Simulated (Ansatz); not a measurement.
All-electron LAPW in Ansatz 0.2.0 under LDA, scalar-relativistic, energies extrapolated to zero smearing. Slabs are 1×1 cells cut from bulk crystals relaxed on PAW files, with atoms then relaxed, 16 to 20 Å of vacuum, a dipole correction, k spacings of 0.16 to 0.26 Å⁻¹ and smearing of 0.02 to 0.1 eV, without spin–orbit coupling or spin polarisation. The bulk type named needn't be the stable one, and no reconstruction is allowed.

| slab | area (Å²) | γ (J/m²) | Φ (eV) | Δd12 (%) |
| --- | --- | --- | --- | --- |
| fcc Pt (111), 5 layers | 6.57 | ? | 6.05 | 0.5 |
| fcc Pt (100), 4 layers | 7.58 | 2.40 | ? | -3.0 |
| fcc Pt (110), 5 layers | 10.73 | 2.48 | 5.50 | -16.0 |
| fcc Pt (100), 5 layers | 7.59 | 2.45 | 6.03 | -2.8 |

Q: Give the missing entry: row "fcc Pt (100), 4 layers", column "Φ (eV)".

A: 5.99.

Q: Give the missing entry: row "fcc Pt (111), 5 layers", column "γ (J/m²)".

A: 2.02.
